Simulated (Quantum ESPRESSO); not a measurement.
## Kohn-Sham bands of InAs (zinc blende)

```
InAs
1.0
    0.00000     3.05356     3.05356
    3.05356     0.00000     3.05356
    3.05356     3.05356     0.00000
In As
1 1
Direct
  0.25000   0.25000   0.25000
  0.00000   0.00000   0.00000
```

Materials Project entry mp-20305; symmetrised, unrelaxed at this level. COD (Crystallography Open Database) has an entry of this formula and space group (matched by these alone). Method: PBEsol plane waves in Quantum ESPRESSO 7.5 (PseudoDojo norm-conserving files, 68 Ry, no spin polarisation, no spin-orbit coupling), Bloch states on a 10×10×10 mesh through Γ, Wannier90 4.0.1. Density: 10×10×10 mesh, cold smearing 0.01 Ry. Spin-orbit coupling is left out although heavy elements are present.

Question: List the Kohn-Sham levels between −8 and 3.0 eV relative to the Fermi level at the high-symmetry points, as a band run of pw.x on that density gives them (levels within 2 meV counted together).

Answer: 
| point | k (reciprocal lattice) | levels (eV) |
|---|---|---|
| Γ | 0.000 0.000 0.000 | -0.44, 0.00 (×3) |
| X | -0.500 -0.500 0.000 | -5.75, -2.24 (×2), 1.50, 1.98 |
| U | -0.375 -0.375 0.250 | -5.62, -3.17, -1.88, 2.04 |
| K | -0.375 0.000 0.375 | -5.62, -3.17, -1.88, 2.04 |
| L | 0.000 0.000 0.500 | -5.66, -0.95 (×2), 0.81 |
| W | -0.500 -0.250 0.250 | -5.61, -2.86, -2.77 |
